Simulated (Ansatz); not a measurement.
**Two states of EuNiH3**

```
Ni H Eu
1.0
     3.77276    0.00000    0.00000
     0.00000    3.77276    0.00000
     0.00000    0.00000    3.77276
Ni H Eu
1 3 1
Direct
  0.00000 0.00000 0.00000
  0.50000 0.00000 0.00000
  0.00000 0.50000 0.00000
  0.00000 0.00000 0.50000
  0.50000 0.50000 0.50000
```

Method: PBE; PAW, plane waves to 420 eV, 6×6×6 Γ-centred mesh, gaussian occupations (width 0.017 eV) (Ansatz 0.2.0), atoms fixed.

State A: no moments (no spin polarisation). State B: Eu5 up (collinear spin).

Task: Compare the two self-consistent states.

Result: State B is lower by 1408.1 meV an atom at zero smearing.

```csv
state,free energy (meV/atom),largest moment in a small sphere (μB),net moment (μB/cell),gap on mesh (eV),pressure (GPa),largest force (eV/Å)
A,1407.7,0.00,0.00,metal,-12.6,0.00
B,0.0,6.67,7.24,metal,-8.7,0.00
```

Origin: a known structure type with other elements, at an estimated volume, so it need not be a known compound. Caveats: f shells without a U or exact exchange are poorly placed; open f shell without moments.
